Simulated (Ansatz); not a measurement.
Li (bcc (W type), space group No. 229) under volume change, DFT-r²SCAN in the program Ansatz with PAW potentials, scaled uniformly.

| V (Å³/atom) | E − E(relaxed) (meV/atom) | P (GPa) |
|---|---|---|
| 19.130 | 8.0 | 1.44 |
| 19.760 | 3.4 | 0.90 |
| 20.391 | 0.8 | 0.42 |
| 21.021 | 0.0 | 0.00 |
| 21.652 | 0.7 | -0.37 |
| 22.283 | 2.8 | -0.69 |
| 22.913 | 6.1 | -0.98 |

Problem. What does a third-order Birch–Murnaghan fit give for V₀, B₀ and B′?

Solution. V₀ = 21.02 Å³/atom, B₀ = 13.1 GPa, B′ = 3.3.

Space group Im-3m (bcc (W type)). The r²SCAN relaxation kept the symmetry of its start; phonons on a q-mesh show no instability.

Potentials: the later of the program's two PAW sets.
